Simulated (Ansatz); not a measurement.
**KBr: a jump of Br**

These are results of DFT LDA, scalar-relativistic, plane waves, PAW in Ansatz, not measurements. Settings: 420 eV cutoff, 2×2×2 k-mesh, Gaussian smearing of 0.02 eV, no spin polarisation.

Host crystal, relaxed:

```yaml
crystal:
  lattice:
    - [0.00000, 3.18563, 3.18563]
    - [3.18563, 0.00000, 3.18563]
    - [3.18563, 3.18563, 0.00000]
  atoms:
    - { symbol: K, position: [0.00000, 0.00000, 0.00000] }
    - { symbol: Br, position: [0.50000, 0.50000, 0.50000] }
```

In a supercell of 16 host sites with charge +1, Br trades places with a neighbouring Br vacancy, moving 4.51 Å between the relaxed ends. Climbing-image nudged elastic band at fixed cell with images 0 (start) to 4 (end), the path measured over all atoms, converged to 0.05 eV/Å; the order of the saddle wasn't checked, and the small cell leaves errors of about a tenth of an eV.

Supercell rows in host cell vectors: 0 -2 2; 0 0 2; -2 0 2. Br was set at (0.500, 0.500, 0.500) of the host cell.

At the relaxed start Br has 6 K at 3.19 Å.

Task: How high is the barrier, and where does the atom pass?

Result: 0.75 eV at image 2, where Br has 2 K at 2.86 Å.

Cost: 1 run of about 2.3 core-minutes, on Intel Xeon 6975P-C (Granite Rapids) (shared hosts).